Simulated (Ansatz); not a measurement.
Ansatz (a quantum-chemistry and plane-wave program) input:

Ansatz 0.2 input:
```yaml
crystal:
  lattice:
    - [4.9676714678, 0.0, 0.0]
    - [0.0, 4.9676714678, 0.0]
    - [0.0, 0.0, 4.9676714678]
  atoms:
    - { symbol: Mo, position: [0.5, 0.25, 0.0] }
    - { symbol: Mo, position: [0.5, 0.75, 0.0] }
    - { symbol: Mo, position: [0.25, 0.0, 0.5] }
    - { symbol: Mo, position: [0.75, 0.0, 0.5] }
    - { symbol: Mo, position: [0.0, 0.5, 0.25] }
    - { symbol: Mo, position: [0.0, 0.5, 0.75] }
    - { symbol: Ir, position: [0.5, 0.5, 0.5] }
    - { symbol: Ir, position: [0.0, 0.0, 0.0] }
kpoints:
  mp_grid: { grid: [8, 8, 8] }
hamiltonian:
  xc: r2scan
  pseudopotentials: { kind: paw }
scf:
  occupations: { method: gaussian, width: 0.1 }
checkpoint: { read: metal.run }
output: { write_density: true, elf: true, volumetric_format: npy }
basis: { fft_grid_basis: typed }
```

Output (shortened):

```
Pseudopotential: Mo, paw, valence charge 14
Pseudopotential: Ir, paw, valence charge 17
Functional definition: r2SCAN
Crystal: 8 atoms, lattice volume = 122.591 Å³
Basis set: ecut = 500 eV, 3119 PW (Γ), exchange–correlation on 160×160×160 points (64 copies of the dense FFT grid, shifted against one another)
Bands: 71, of which v1, the nominal top of the filled ones, is band 59 counted from 1 (58 counted from 0)
Symmetry: 48 space group operations
Space group: Pm-3n (ITA 223), of the structure as read, at distance tolerance 5.0e-5 Å
k-points: 35 of 512
Stability of the state it starts from, as read at its close in the unpolarized treatment …
iter 1 solved again at ethr=5.80e-8 eV; its pass at ethr=3.10e-3 eV (dr2=6.84e-5 eV) is discarded
SCF iter   1: F=—  HF=-53703.799740 eV  |F-HF|=—  |Δ(HF+E_count)|=         —  Δρ=3.66e-7  dr2=5.59e-11  dr2_τ=4.23e-11  ethr=5.80e-8  ⟨swp⟩=3.9  Hψ=14648  notcnv=0
preconditioner: auto → Kerker (q_TF=auto, 2.711 Å⁻¹)
SCF iter   2: F=-53703.799740 eV  HF=-53703.799740 eV  |F-HF|=6.55e-11  |Δ(HF+E_count)|=   8.21e-8  Δρ=2.27e-7  dr2=6.01e-11  dr2_τ=4.88e-11  ethr=1.00e-12  ⟨swp⟩=6.3  Hψ=8747  notcnv=0
SCF 1 converged in 2 iterations: F = -53703.799740 eV  dr2 = 6.01e-11
SCF converged after 2 iterations
Free energy (F): -53703.799740 eV
Harris-Foulkes:  -53703.799740 eV  (|F-HF|=6.55e-11)
Internal energy: -53703.755309 eV  (E = F + TS)
E sigma→0 (E₀):  -53703.777524 eV
Entropy (-TS):   -0.044431 eV (-5.554 meV/atom)
Fermi energy:    21.917977 eV
--- Per-component energies (eV) ---
  E_band       = -654.118378
  E_kinetic    = 3884.390903
  E_local      = -7082.293396  (includes V_loc(G=0)·N_el)
  E_nonlocal   = 1001.214949
  E_hartree    = 2475.429653
  E_xc         = -1582.540171
  E_vxc        = -2206.106499  (∫ρ·V_xc dr)
  E_paw        = -37802.140482  (= ΣΔE_a)
  E_vpaw       = -1345.830913  (= ΣTr[D̂ρ^β])
  E_aug_tail   = -0.000021  (compensation charges beyond the density's cutoff)
  E_vtau       = 143.647800  (kinetic-family band-sum trace: ∫τ·v_τ [+ j·A + Jᵃ·Aᵃ] dr)
  E_ewald      = -14595.855734
  E_core_change = -1.961009  (= ΣΔE_core)
  E_smearing   = -0.044431  (= −TS)
  E_closure    = 0.000000  (closes the sum)
  Σ components = -53703.799740   (vs F -53703.799740, Δ=0.00e0)
  [band-id]    e_kinetic+e_local+e_nonlocal+2·e_hartree+e_vxc+e_vpaw+e_augmentation_tail+e_vtau = -654.117872   (vs E_band -654.118378, Δ=5.06e-4)
--- Band table (eV; the first three rows and the last of 35) ---
  k-point 0: bands = ["-72.6612", "-72.6611", "-41.3626", "-41.2604", "-41.2604", "-40.9594", "-40.9594", "-40.9594", "-28.9147", "-28.9147", "-28.9147", "-28.9125", "-28.9125", "-28.9125", "-15.6954", "-15.6954", "-15.5029", "-14.8247", "-14.8247", …
  k-point 1: bands = ["-72.6612", "-72.6611", "-41.3563", "-41.2635", "-41.2519", "-40.9722", "-40.9594", "-40.9594", "-28.9147", "-28.9147", "-28.9140", "-28.9127", "-28.9127", "-28.9121", "-15.6917", "-15.6554", "-15.4753", "-14.8231", "-14.8231", …
  k-point 2: bands = ["-72.6612", "-72.6611", "-41.3404", "-41.2722", "-41.2253", "-41.0084", "-40.9593", "-40.9593", "-28.9147", "-28.9147", "-28.9131", "-28.9131", "-28.9124", "-28.9109", "-15.6813", "-15.6210", "-15.3122", "-14.8194", "-14.8194", …
  k-point 34: bands = ["-72.6612", "-72.6612", "-41.1303", "-41.1303", "-41.1303", "-41.1303", "-41.1303", "-41.1303", "-28.9108", "-28.9108", "-28.9108", "-28.9108", "-28.9108", "-28.9108", "-14.7509", "-14.7509", "-14.6787", "-14.6787", "-14.6787", …
```

Cost: about 24 core-seconds (a rough figure) on shared cores.

The workflow started from a Materials Project entry (that database holds measured and hypothetical structures alike); the Crystallography Open Database copy checked does not list it. Its standing as an ambient phase is unchecked. The r²SCAN relaxation kept the symmetry of its start; whether a distortion lowers the energy is not shown. No spin polarisation was allowed. Scalar-relativistic: spin–orbit coupling is off unless named, which matters more the heavier the elements.

Potentials: the later of the program's two PAW sets.

Ansatz is a plane-wave DFT program.
